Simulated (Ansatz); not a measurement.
## Hg (bcc): energy against volume

Theory: DFT, PBEsol, plane waves (420 eV) with PAW, scalar-relativistic (Ansatz 0.2.0). (PAW data from PBE, frozen cores regenerated.)

The cell is scaled uniformly from the relaxed one, with fractional coordinates and shape fixed. Energies are extrapolated to zero smearing, pressures are those at the given smearing. Magnetic state: spin not included.

A Birch-Murnaghan fit gives V₀ = 23.94 Å³/atom, B₀ = 35 GPa, B₀′ = 7.7.

What are the energy above the minimum and the pressure at 20.976 Å³/atom?

57.8 meV/atom and 7.56 GPa as computed.

What are the energy above the minimum and the pressure at 21.929 Å³/atom?

23.4 meV/atom and 4.23 GPa as computed.

What are the energy above the minimum and the pressure at 24.789 Å³/atom?

2.9 meV/atom and -1.09 GPa as computed.
